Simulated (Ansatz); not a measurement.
Given:

Relaxed HfO₂ (baddeleyite type, space group P2_1/c):

```
HfO2
1.0
    5.16167     0.00000     0.00000
    0.00000     5.21254     0.00000
   -0.89783     0.00000     5.27699
Hf O
4 8
Cartesian
  1.23616   0.22365   1.09957
  3.47659   2.82992   1.53892
  3.02768   4.98889   4.17742
  0.78725   2.38262   3.73807
  0.03379   1.71315   1.83876
  4.67897   4.31942   0.79974
  4.23005   3.49939   3.43823
 -0.41512   0.89312   4.47726
  1.89049   3.94704   2.51534
  2.82226   1.34077   0.12316
  2.37335   1.26550   2.76166
  1.44158   3.87177   5.15383
```

The atoms are displaced by Q × the pattern below (from a DFPT mode at Γ, largest move 1; Q in Å), at fixed cell.

```json
[
 {"atom": "Hf1", "x": "-0.040", "y": "-0.005", "z": "0.016"},
 {"atom": "Hf2", "x": "-0.040", "y": "0.005", "z": "0.016"},
 {"atom": "Hf3", "x": "-0.040", "y": "-0.005", "z": "0.016"},
 {"atom": "Hf4", "x": "-0.040", "y": "0.005", "z": "0.016"},
 {"atom": "O5", "x": "-0.067", "y": "-0.881", "z": "-0.468"},
 {"atom": "O6", "x": "-0.067", "y": "0.881", "z": "-0.468"},
 {"atom": "O7", "x": "-0.067", "y": "-0.881", "z": "-0.468"},
 {"atom": "O8", "x": "-0.067", "y": "0.881", "z": "-0.468"},
 {"atom": "O9", "x": "0.513", "y": "-0.221", "z": "0.285"},
 {"atom": "O10", "x": "0.513", "y": "0.221", "z": "0.285"},
 {"atom": "O11", "x": "0.513", "y": "-0.221", "z": "0.285"},
 {"atom": "O12", "x": "0.513", "y": "0.221", "z": "0.285"}
]
```

Computed with PBE (plane waves to 420 eV, PAW, scalar-relativistic; Ansatz, a quantum-chemistry and plane-wave program). k mesh 5×5×5 (Γ-centred), Fermi-Dirac smearing 0.05 eV. Energies are smeared free energies. HfO2 is run without spin polarisation. HfO2 was relaxed with its symmetry unable to fall. Spin-orbit coupling is left out, though Hf is heavy. The PAW data are Ansatz's earlier set. ΔE is measured from the undisplaced structure.

The scan covers Q from -0.180 to 0.180 Å in 13 points.

### Question
Which space group does the distorted structure have?

### Answer
Pc (No. 7), lowered from P2_1/c.

### Question
Is the energy the same for equal positive and negative displacements?

### Answer
Even: the same for both signs.

### Question
Is this a single well or a double well?

### Answer
A single well with its minimum at or next to zero displacement.

### Question
What is the energy change at Q = 0.180 Å?

### Answer
1278 meV/cell.

### Question
What harmonic wavenumber does the curvature at Q = 0 give?

### Answer
484 cm⁻¹.

(A displaced cell: forces are minus the slopes of the energy, force constants its curvatures, and phonons follow from these.)
